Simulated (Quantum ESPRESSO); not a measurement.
Field gradients of Se from a PBE PAW density (pw.x of a modified build of Quantum ESPRESSO, JTH datasets) with the all-electron reconstruction of Petrilli and co-workers, 20 Ha, k-mesh 6×6×5 through Γ:

```yaml
crystal:
  lattice:
    - [4.54987, 0.00000, 0.00000]
    - [-2.27493, 3.94030, 0.00000]
    - [0.00000, 0.00000, 4.87922]
  atoms:
    - { symbol: Se, position: [0.22257, 0.00000, 0.33333] }
    - { symbol: Se, position: [0.00000, 0.22257, 0.66667] }
    - { symbol: Se, position: [0.77743, 0.77743, 0.00000] }
```
The cell was made here from a computed Materials Project entry: strained by -2 % along the unique axis and by +1 % across it, atoms relaxed (PBE without dispersion, pw.x of Quantum ESPRESSO, symmetry kept). The parent is Se in P3₁21. Stability against distortions was not tested.

Vzz is the sum of three terms, each taken along its main axis: the smooth valence density, the ions (nucleus and frozen core) with the augmentation charges of all other spheres, and the all-electron minus smooth density in the atom's own sphere. The split hangs on the datasets.  Cores are frozen. Se had no test against all-electron runs.

```csv
site,smooth valence density,ions and other spheres,own sphere,Vzz (a.u.)
"Se (atoms 1, 2, 3)",-0.035,-0.106,[?],[?]
```

### Question
What belongs in the gaps?

### Answer

- Se (atoms 1, 2, 3), own sphere: -5.385
- Se (atoms 1, 2, 3), Vzz (a.u.): -5.526
